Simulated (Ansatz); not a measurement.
Band structure of Li

```
Li
1.0
     0.00000    2.20200    2.20200
     2.20200    0.00000    2.20200
     2.20200    2.20200    0.00000
Li
1
Direct
  0.00000 0.00000 0.00000
```

The cell is COD entry 9008473, as deposited and not checked against the literature; nothing was relaxed.

Theory: DFT, PBEsol, all-electron LAPW, scalar-relativistic (Ansatz 0.2.0).

Numerical set-up: a Γ-centred 13×13×13 k mesh, Fermi–Dirac smearing of 0.08 eV, basis error target 0.25 meV/atom, no spin polarisation.

Points in fractions of the reciprocal vectors of this cell: Γ (0, 0, 0), X (0.5, 0, 0.5), U (0.625, 0.25, 0.625), K (0.375, 0.375, 0.75), L (0.5, 0.5, 0.5), W (0.5, 0.25, 0.75). The path joins them by straight lines in the order Γ–X–U–K–Γ–L–W–X; legs that retrace an earlier one aren't tabulated. Energies are in eV from the Fermi level.

Metal or insulator at this level of theory?

No gap opens: metallic or semimetallic.

Tabulate bands 1 to 4, counted from the lowest band of the run, along the path.


| k (1/Å) | point | band 1 | band 2 | band 3 | band 4 |
| --- | --- | --- | --- | --- | --- |
| 0.00 | Γ | -46.07 | -3.51 | 13.88 | 13.88 |
| 0.20 |  | -46.06 | -3.40 | 13.09 | 13.09 |
| 0.41 |  | -46.06 | -3.04 | 11.74 | 11.74 |
| 0.61 |  | -46.06 | -2.43 | 10.49 | 10.49 |
| 0.82 |  | -46.05 | -1.59 | 9.48 | 9.48 |
| 1.02 |  | -46.05 | -0.51 | 7.68 | 8.74 |
| 1.22 |  | -46.05 | 0.71 | 5.57 | 8.30 |
| 1.43 | X | -46.05 | 1.48 | 4.50 | 8.15 |
| 1.50 |  | -46.05 | 1.50 | 4.49 | 7.90 |
| 1.57 |  | -46.05 | 1.55 | 4.46 | 7.39 |
| 1.64 |  | -46.05 | 1.65 | 4.38 | 6.86 |
| 1.71 |  | -46.05 | 1.79 | 4.21 | 6.43 |
| 1.79 |  | -46.05 | 1.96 | 3.90 | 6.17 |
| 1.86 |  | -46.05 | 2.18 | 3.47 | 6.08 |
| 1.93 | U | -46.05 | 2.43 | 2.95 | 6.12 |
| 2.06 |  | -46.05 | 2.39 | 2.91 | 6.11 |
| 2.18 |  | -46.05 | 2.22 | 3.10 | 6.04 |
| 2.31 |  | -46.05 | 2.11 | 3.24 | 5.98 |
| 2.43 |  | -46.05 | 2.11 | 3.24 | 5.98 |
| 2.56 |  | -46.05 | 2.22 | 3.10 | 6.04 |
| 2.68 |  | -46.05 | 2.39 | 2.91 | 6.11 |
| 2.80 | K | -46.05 | 2.43 | 2.95 | 6.12 |
| 3.02 |  | -46.05 | 1.33 | 3.42 | 6.65 |
| 3.24 |  | -46.05 | -0.14 | 4.75 | 7.52 |
| 3.45 |  | -46.05 | -1.36 | 6.41 | 8.62 |
| 3.67 |  | -46.06 | -2.30 | 8.39 | 9.92 |
| 3.89 |  | -46.06 | -2.98 | 10.61 | 11.40 |
| 4.10 |  | -46.06 | -3.38 | 12.82 | 12.96 |
| 4.32 | Γ | -46.07 | -3.51 | 13.88 | 13.88 |
| 4.49 |  | -46.07 | -3.43 | 12.91 | 13.68 |
| 4.67 |  | -46.06 | -3.16 | 10.88 | 13.25 |
| 4.85 |  | -46.06 | -2.71 | 8.72 | 12.84 |
| 5.02 |  | -46.06 | -2.09 | 6.68 | 12.52 |
| 5.20 |  | -46.05 | -1.32 | 4.88 | 12.33 |
| 5.38 |  | -46.05 | -0.49 | 3.42 | 12.23 |
| 5.55 | L | -46.05 | -0.01 | 2.73 | 12.21 |
| 5.70 |  | -46.05 | 0.06 | 2.76 | 11.82 |
| 5.84 |  | -46.05 | 0.30 | 2.83 | 10.71 |
| 5.99 |  | -46.05 | 0.68 | 2.95 | 9.22 |
| 6.13 |  | -46.05 | 1.22 | 3.09 | 7.71 |
| 6.27 |  | -46.05 | 1.91 | 3.23 | 6.30 |
| 6.42 |  | -46.05 | 2.72 | 3.33 | 5.05 |
| 6.56 | W | -46.05 | 3.37 | 3.37 | 4.25 |
| 6.66 |  | -46.05 | 2.87 | 3.95 | 4.26 |
| 6.77 |  | -46.05 | 2.45 | 4.29 | 4.60 |
| 6.87 |  | -46.05 | 2.10 | 4.34 | 5.32 |
| 6.97 |  | -46.05 | 1.83 | 4.40 | 6.11 |
| 7.07 |  | -46.05 | 1.63 | 4.45 | 6.93 |
| 7.17 |  | -46.05 | 1.52 | 4.49 | 7.72 |
| 7.28 | X | -46.05 | 1.48 | 4.50 | 8.15 |
